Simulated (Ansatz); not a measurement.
The cell of CoAuC4N4 is invented: two interpenetrating cyanide-bridged diamond nets (P-43m, No. 215). Lengths were set from tabulated atomic sizes, so they are only a guess.

```xyz
10
Lattice="5.8826 0.0000 0.0000 0.0000 5.8826 0.0000 0.0000 0.0000 5.8826" Properties=species:S:1:pos:R:3 pbc="T T T"
Co    2.9413    2.9413    2.9413
C     1.1068    1.1068    1.1068
C     1.1068    4.7758    4.7758
C     4.7758    1.1068    4.7758
C     4.7758    4.7758    1.1068
Au    0.0000    0.0000    0.0000
N     1.7823    1.7823    1.7823
N     1.7823    4.1003    4.1003
N     4.1003    1.7823    4.1003
N     4.1003    4.1003    1.7823
```

All numbers below come from DFT PBE, scalar-relativistic, plane waves, PAW (Ansatz 0.2.0). Cutoff 420 eV, Gaussian smearing, Γ-centred meshes. Cell and atoms relax first on a coarse mesh and then on a finer one. In between, the cell is made exact in the group found at 0.06 Å. In metals the finer mesh still leaves noise of several meV/atom or more. The steps can't lower the symmetry of their start. Collinear spin, starting moments Co 3.0 μB.

A guess keeps its type if space group and coordination stay and the shape of the cell changes little (axis ratios within about 15 %, angles within 6°); the volume may change.

Task: Will the relaxed cell still be of the starting type?

Result: It keeps its type. The symmetry stays P-43m (No. 215). The volume per atom grows by 3.1 %, from 20.4 to 21.0 Å³. The shortest distance stays 1.17 Å (C–N). Counting neighbours within 15 % of an atom's shortest distance, the start has Au 4, C 1, Co 4, N 1 and the end Au 4, C 1, Co 4, N 1.

Energies over the elements count from the elements' standard structures at the same level (N₂ as a molecule), with no fitted energy shifts.

Task: At what energy does it end?

Result: +0.65 eV/atom. A positive value: parting into the elements would lower its energy.

The last run used collinear spin, a 6×6×6 mesh for its 10-atom cell and Gaussian smearing of 0.10 eV. These runs have no spin–orbit coupling, which can matter for Au. In such compounds of Co a zero gap at this level may well be an artefact, since no Hubbard U is applied. The reference form of C is held partly by dispersion forces, which this level lacks. The magnetic state reached may not be the lowest. Symmetry constrained the relaxation, so the result can be a saddle point.
